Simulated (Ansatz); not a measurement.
# Fe: converged, but where?

Fe is taken as an experimental structure (space group Im-3m, primitive cell doubled), 2 atoms in the cell. Source: COD entry 9013484, which need not be the ambient phase.

Computed with Ansatz development build ahead of 0.2.0, DFT, HSE06, PAW, plane waves, scalar-relativistic.

```yaml
crystal:
  lattice:
    - [2.898, 0.0, 0.0]
    - [0.0, 2.898, 0.0]
    - [0.0, 0.0, 2.898]
  atoms:
    - { symbol: Fe, position: [0.0, 0.0, 0.0], spin: 4.0 }
    - { symbol: Fe, position: [0.5, 0.5, 0.5], spin: -4.0 }
magnetization:
  spin_polarized: true
hamiltonian:
  xc: hse06
  pseudopotentials: { kind: paw }
basis:
  ecutwfc: 420
kpoints:
  mp_grid: { grid: [5, 5, 5] }
scf:
  occupations: { method: fermi_dirac, width: 0.05 }
  lower_state_search: "off"
output:
  forces: true
  stress: true
```

Launched as:
```sh
ansatz run input.yaml --threads 4 --pin off --max-ram 10240MiB --backend cpu --events-out ev --progress --plain --runs-dir out
```

It took 21 s on 4 threads of Arm Neoverse V2, on a shared host, peak memory 0.6 GiB.

The end of the output:

```
SCF 7 converged in 7 iterations: F = -8956.307083 eV  dr2 = 5.62e-12
  Residual-converged pass: ⟨swp⟩=4.0  Hψ=1321  notcnv=0  max |occ|·‖R‖ = 8.6e-9 eV (tolerance 1.0e-8 eV)  dr2=6.81e-12  dr2_m=1.81e-13  dr2_onsite=1.27e-12  max |Δocc| = 1.4e-13
hybrid outer 6: dexx = +2.249e-10 eV, tail = 7.40e-10 eV, Δε = 3.72e-5 eV (about 4.82e-4 eV left of the loop's levels), ΔF = 5.05e-29 eV/Å (tail inf)
the last iteration of the SCF fills more bands at one k-point than at another: 14 at σ=↑ k=0 and 17 at σ=↑ k=2; 14 at σ=↓ k=0 and 17 at σ=↓ k=2 (a band counts as filled where it holds over half of its capacity, the bands of one level by their mean; [...]
this state was not tested for a lower state beside it, because the functional holds exact exchange (a hybrid, or Hartree-Fock), whose exchange loop this test does not read (fock_operator); [...]
hybrid SCF converged: 6 outer / 133 inner (+22 warm-up), last move |dexx| = 2.25e-10 eV, tail = 7.40e-10 eV
Magnetization: 0.1845 μB (16.0923 up, 15.9077 down)
Absolute magnetization: 6.4161 μB (∫|ρ↑−ρ↓|, with the PAW one-centre terms)
Spin contamination: 2.9047 ħ² per cell (⟨S²⟩ above its minimum at these occupations)
Per-site moments (μB) at R_I (Å): [(3.1622, 1.0352), (-2.9625, 1.0352)]
Free energy (F): -8956.307083 eV
Frozen-core exchange: fock
Harris-Foulkes:  -8956.307083 eV  (|F-HF|=5.46e-12)
Internal energy: -8956.292396 eV  (E = F + TS)
E sigma→0 (E₀):  -8956.299740 eV
Entropy (-TS):   -0.014687 eV (-7.344 meV/atom)
Fermi energy:    18.048765 eV
--- Forces (eV/Å), atoms counted from 1 ---
  atom   1  Fe    -0.00000000     0.00000000    -0.00000000
  atom   2  Fe     0.00000000     0.00000000     0.00000000
--- Stress (GPa, compression-positive) ---
       16.415559      -0.000000       0.000000
        0.000000      16.415559      -0.000000
        0.000000      -0.000000      16.415559
  P = ⅓ Tr σ = 16.4156 GPa (164.156 kbar)
  guard bands above this table: 5 of the run's 24 bands. The solve was not asked for them (output.publish_guard_bands: true or output.eigenvalues: true publishes all)
```

The mesh is coarse, so energy differences (and at times their sign) aren't converged.

Hybrids strongly overstate moments, exchange splitting and magnetic energies in itinerant metals. Pressures are approximate, as the exchange loop's threshold is loose for stress.

Site moments are taken inside atomic spheres and don't add up to the total.

Q: Would you trust this as the ground state? If a lower solution is known, describe it.

A: No, on this mesh. A state 904 meV/atom (1.807 eV per cell) lower exists in this cell: ferromagnetic, site moments Fe1 2.99, Fe2 2.99 μB, total 5.49 μB per cell, no gap on the k-mesh. It was reached from: parallel moments, default search level [Fe1 4.00, Fe2 4.00 μB]; parallel moments scaled by 0.03, plain SCF [Fe1 0.12, Fe2 0.12 μB]. The wrong state matters: the pressure is -1.5 GPa there against 16.4 GPa here. This multiple of the primitive cell fits some opposed orders; other multiples fit others. Orders that need a larger cell or non-collinear spins weren't tried.
